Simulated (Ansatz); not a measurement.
Input and command of a calculation in Ansatz (plane waves; scalar-relativistic PAW potentials unless the input names others):

```yaml
crystal:
  lattice:
    - [6.1278083196, 0.0, 0.0]
    - [-3.0639041598, 5.3068376743, 0.0]
    - [0.0, 0.0, 6.1122061741]
  atoms:
    - { symbol: Na, position: [0.0, 0.0, 0.0] }
    - { symbol: Na, position: [0.0, 0.0, 0.5] }
    - { symbol: Ba, position: [0.6666666667, 0.3333333333, 0.25] }
    - { symbol: Ba, position: [0.3333333333, 0.6666666667, 0.75] }
    - { symbol: H, position: [0.1701284152, 0.3402568304, 0.25] }
    - { symbol: H, position: [0.8298715848, 0.1701284152, 0.75] }
    - { symbol: H, position: [0.6597431696, 0.8298715848, 0.25] }
    - { symbol: H, position: [0.8298715848, 0.6597431696, 0.75] }
    - { symbol: H, position: [0.1701284152, 0.8298715848, 0.25] }
    - { symbol: H, position: [0.3402568304, 0.1701284152, 0.75] }
    - { symbol: Pd, position: [0.3333333333, 0.6666666667, 0.25] }
    - { symbol: Pd, position: [0.6666666667, 0.3333333333, 0.75] }
basis:
  ecutwfc: 500
  xc_grid: 3
kpoints:
  mp_grid: { grid: [6, 6, 6] }
hamiltonian:
  xc: r2scan
  hubbard: { sites: [{ species: Pd, l: d, u_eff: 6.0 }], double_counting: fll }
scf:
  occupations: { method: gaussian, width: 0.02 }
output:
  forces: true
  eigenvalues: true
  stress: true
```

```bash
ansatz run input.yaml --threads 2 --pin off --max-ram 5120MiB --backend cpu --events-out ev --progress --plain --runs-dir out
```

Abridged log:
```
Basis set: ecut = 500 eV, 4991 PW (Γ), exchange–correlation on 135×135×135 points (27 copies of the dense FFT grid, shifted against one another)
Bands: 52, of which v1, the nominal top of the filled ones, is band 40 counted from 1 (39 counted from 0)
Symmetry: 24 space group operations
k-points: 28 of 216
SCF iter   1: F=—  HF=-28996.101286 eV  |F-HF|=—  |Δ(HF+E_count)|=         —  Δρ=1.96e-1  dr2=1.24e2  dr2_τ=3.36e0  ethr=3.10e-3  ⟨swp⟩=8.4  Hψ=6702  notcnv=0  defer=7
SCF iter   2: F=—  HF=-28980.890808 eV  |F-HF|=—  |Δ(HF+E_count)|=    1.52e1  Δρ=9.27e-2  dr2=1.74e1  dr2_τ=5.12e0  ethr=3.10e-3  ⟨swp⟩=4.5  Hψ=3923  notcnv=0  defer=142
SCF iter   3: F=—  HF=-28977.666850 eV  |F-HF|=—  |Δ(HF+E_count)|=    3.22e0  Δρ=2.64e-2  dr2=1.47e0  dr2_τ=8.63e-2  ethr=3.10e-3  ⟨swp⟩=3.1  Hψ=3194  notcnv=0  defer=141
SCF iter   4: F=—  HF=-28977.657087 eV  |F-HF|=—  |Δ(HF+E_count)|=   9.76e-3  Δρ=5.83e-3  dr2=9.70e-2  dr2_τ=7.90e-3  ethr=1.83e-3  ⟨swp⟩=3.0  Hψ=2787  notcnv=0  defer=144
SCF iter   5: F=—  HF=-28977.664041 eV  |F-HF|=—  |Δ(HF+E_count)|=   6.95e-3  Δρ=2.55e-3  dr2=1.93e-2  dr2_τ=8.31e-4  ethr=1.21e-4  ⟨swp⟩=2.1  Hψ=1954  notcnv=0  defer=144
SCF iter   6: F=—  HF=-28977.663823 eV  |F-HF|=—  |Δ(HF+E_count)|=   2.18e-4  Δρ=2.86e-4  dr2=2.57e-4  dr2_τ=2.64e-6  ethr=2.42e-5  ⟨swp⟩=3.0  Hψ=2086  notcnv=0  defer=144
SCF iter   7: F=—  HF=-28977.663861 eV  |F-HF|=—  |Δ(HF+E_count)|=   3.75e-5  Δρ=9.10e-5  dr2=1.84e-5  dr2_τ=4.76e-7  ethr=3.22e-7  ⟨swp⟩=2.0  Hψ=2392  notcnv=0  defer=144
SCF iter   8: F=—  HF=-28977.663767 eV  |F-HF|=—  |Δ(HF+E_count)|=   9.33e-5  Δρ=4.59e-5  dr2=8.05e-6  dr2_τ=3.56e-7  ethr=2.30e-8  ⟨swp⟩=2.5  Hψ=2384  notcnv=0  defer=144
SCF iter   9: F=—  HF=-28977.663767 eV  |F-HF|=—  |Δ(HF+E_count)|=   7.84e-7  Δρ=9.88e-6  dr2=4.04e-7  dr2_τ=1.93e-8  ethr=1.01e-8  ⟨swp⟩=2.0  Hψ=1709  notcnv=0  defer=144
SCF iter  10: F=-28977.663766 eV  HF=-28977.663766 eV  |F-HF|=3.35e-10  |Δ(HF+E_count)|=   4.86e-8  Δρ=1.21e-6  dr2=3.47e-9  dr2_τ=2.20e-10  ethr=1.25e-10  ⟨swp⟩=14.4  Hψ=8359  notcnv=0
SCF 1 converged in 10 iterations: F = -28977.663766 eV  dr2 = 3.47e-9
SCF converged after 10 iterations
Free energy (F): -28977.663766 eV
Harris-Foulkes:  -28977.663766 eV  (|F-HF|=3.35e-10)
Internal energy: -28977.663766 eV  (E = F + TS)
E sigma→0 (E₀):  -28977.663766 eV
Fermi energy:    7.493433 eV
--- Forces (eV/Å), atoms counted from 1 ---
  atom   1  Na     0.00000000     0.00000000     0.00000000
  atom   2  Na     0.00000000     0.00000000     0.00000000
  atom   3  Ba     0.00000000     0.00000000     0.00000000
  atom   4  Ba     0.00000000     0.00000000     0.00000000
  atom   5  H      0.00000000    -0.17464829     0.00000000
  atom   6  H      0.15124985    -0.08732414     0.00000000
  atom   7  H      0.15124985     0.08732414     0.00000000
  atom   8  H      0.00000000     0.17464829     0.00000000
  atom   9  H     -0.15124985     0.08732414     0.00000000
  atom  10  H     -0.15124985    -0.08732414     0.00000000
  atom  11  Pd     0.00000000     0.00000000     0.00000000
  atom  12  Pd     0.00000000     0.00000000     0.00000000
--- Stress (GPa, compression-positive) ---
       -0.518696       0.000000       0.000000
        0.000000      -0.518696       0.000000
        0.000000       0.000000      -1.091215
  P = ⅓ Tr σ = -0.7095 GPa (-7.095 kbar)
Occupation matrices written to <dir>
```

Apart from outputs, empty bands and the relaxation, which only the reference makes, the input differs from a reference run on usual settings in basis.xc_grid: not typed → 3; hamiltonian.hubbard: not typed → {"sites": [{"species": "Pd", "l": "d", "u_eff": 6.0}], "double_counting": "fll"}. The reference, at the same geometry, ended its own course with pressure -1.07 GPa, largest force 0.006 eV/Å, gap on the mesh 1.83 eV. This run converged in 10 SCF iterations with an energy at zero smearing 145 meV/atom above the reference's (the Hamiltonian itself differs), pressure -0.71 GPa, largest force 0.175 eV/Å, gap on the mesh 2.51 eV.